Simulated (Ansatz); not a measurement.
# Step by step: AlSn, relaxation of cell and atoms

Method: DFT, PBE, all-electron LAPW, scalar-relativistic in Ansatz 0.2.0.

Command: `ansatz run input.yaml --threads 1 --pin off --max-ram 2048MiB --backend cpu --events-out ev --progress --plain --runs-dir out` The run took 27 s on 1 thread of Intel(R) Xeon(R) 6975P-C (Granite Rapids) (shared host), peak memory 0.34 GiB.

```yaml
crystal:
  lattice:
    - [4.3071957746, 0.0, 0.0]
    - [-2.1535978873, 3.7301409599, 0.0]
    - [0.0, 0.0, 3.3927772976]
  atoms:
    - { symbol: Al, position: [0.0, 0.0, 0.0] }
    - { symbol: Sn, position: [0.3333333333, 0.6666666667, 0.5] }
kpoints:
  mp_grid: { grid: [9, 9, 10] }
scf:
  occupations: { method: fermi_dirac, width: 0.05 }
hamiltonian:
  xc: pbe
  pseudopotentials: { kind: all_electron, lapw: { basis_error: 0.001 } }
output:
  forces: true
  stress: true
relax:
  f_tol: 0.005
  max_steps: 80
  cell: {}
```

No spin–orbit coupling, which matters for the heavy atoms here.

Structure from Materials Project entry mp-7760 (possibly hypothetical). The listed cell was then made from it by scaling, straining or moving an atom.

Each frame lists the cell vectors (Å), then Cartesian positions (Å); symmetry keeps all forces zero. Free energies count from the first step, -174696.5261 eV.

The walk took 5 evaluations in all; steps that aren't listed are left out.

Step 1: E = 0.0 meV, P = -3.39 GPa

```
cell 4.3072 0.0000 0.0000 -2.1536 3.7301 0.0000 0.0000 0.0000 3.3928
Al    0.0000    0.0000    0.0000
Sn    0.0000    2.4868    1.6964
```

Step 2:

```
cell 4.2296 0.0000 0.0000 -2.1148 3.6630 0.0000 0.0000 0.0000 3.2274
Al    0.0000    0.0000    0.0000
Sn    0.0000    2.4420    1.6137
```

Step 3: E = -53.1 meV, P = -0.09 GPa

```
cell 4.2424 0.0000 0.0000 -2.1212 3.6740 0.0000 0.0000 0.0000 3.2484
Al    0.0000    0.0000    0.0000
Sn    0.0000    2.4493    1.6242
```

Problem. Give the energy, pressure of step 2.

Solution. E = -52.0 meV, P = 0.58 GPa
```
Al    0.0000    0.0000    0.0000
Sn    0.0000    2.4420    1.6137
```

Problem. How does the relaxation end?

Solution. It converges, with a = 4.238 Å, b = 4.238 Å, c = 3.249 Å, α = 90.00°, β = 90.00°, γ = 120.00° (conventional cell, space group P-6m2). The last solve (on a basis chosen afresh for the final cell, so its energy is not quite comparable) gives E = -53.1 meV, P = -0.01 GPa:
```
cell 4.2385 0.0000 0.0000 -2.1192 3.6706 0.0000 0.0000 0.0000 3.2486
Al    0.0000    0.0000    0.0000
Sn    0.0000    2.4471    1.6243
```
